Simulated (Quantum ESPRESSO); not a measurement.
Simulation results for Si7N (made-up cell)

All values are calculated (Quantum ESPRESSO 7.5). Calculation on a made-up crystal cell, not a measurement: periodic Kohn-Sham density functional theory in plane waves with PseudoDojo standard norm-conserving scalar-relativistic pseudopotentials, each functional with its own files (v0.5 for PBE, v0.4.1 for LDA and PBEsol), no spin polarisation, no spin-orbit coupling, atoms not relaxed, stress positive in tension, energies less a fixed whole-eV offset for each atom's element; levels are Kohn-Sham levels at fractions of this cell's reciprocal vectors, counted from the reference band (half the neutral cell's valence electrons, rounded up) at Gamma; error bars cover cutoff and k-mesh only, not smearing or the files; added strain carries the atoms with the cell, and shear is the tensor component; each bar is the largest change over components, and at least 0.002 eV, 0.002 eV per angstrom or 0.02 GPa; energies are for the whole cell, and the offsets were chosen from early runs and are not element reference energies.

Si7N (made-up cell)

```xyz
8
Lattice="5.5126 0.0000 0.0000 0.0000 5.5126 0.0000 0.0000 0.0000 5.5126" Properties=species:S:1:pos:R:3 Si7N
Si    -0.0351    -0.1754     0.0538
Si     0.0522     2.7336     2.6853
Si     2.6984    -0.0692     2.7470
N      2.6715     2.8585     0.0592
Si     1.4248     1.3918     1.4655
Si     1.3711     4.0942     4.1226
Si     4.1843     1.3564     4.1847
Si     4.1325     4.1530     1.2810
```

Here we set lattice type zincblende/diamond, functional pbe, cutoff 1143 eV, fermi dirac smearing 0.1 eV, scf tolerance 1e-07 eV, electrons removed 0 and k mesh 6 x 6 x 6, shifted by half a step.

The calculation gives: free energy less offsets 3.235 eV; smearing term minus ts -0.04255 eV; scf iterations 11; pressure -8.209 GPa; stress xx 7.935 GPa; stress yy 8.257 GPa; stress zz 8.437 GPa; stress yz 0.9949 GPa; stress xz 3.244 GPa; stress xy 0.1406 GPa; fermi level 0.5396 eV; reference band 17; error bar energy 0.01304 eV; error bar stress 0.02 GPa; error bar force 0.006596 eV/Å; error bar next band up 0.002 eV; error bar fermi level 0.00237 eV; error bars from tighter rerun of a related cell.

Atoms:
```tsv
atoms element	atom site	atom energy offset (eV)
Si	1	-115
Si	2	-115
Si	3	-115
N	4	-283
Si	5	-115
Si	6	-115
Si	7	-115
Si	8	-115
```

Forces:
```tsv
site	x (eV/Å)	y (eV/Å)	z (eV/Å)
1	1.645	2.532	-1.171
2	-1.12	0.3468	0.7921
3	1.269	0.5701	0.4589
4	0.41	-0.1411	-0.1201
5	0.3856	0.008774	-2.159
6	0.7691	-1.105	1.22
7	-0.8702	0.2589	-0.001897
8	-2.489	-2.47	0.9807
```

Levels:
```tsv
level k point	next band up (eV)
Gamma	1.011
(1/2,1/2,1/2)	1.728
(0.15,0,0)	1.185
(0,0.15,0)	1.208
(0,0,0.15)	1.25
```
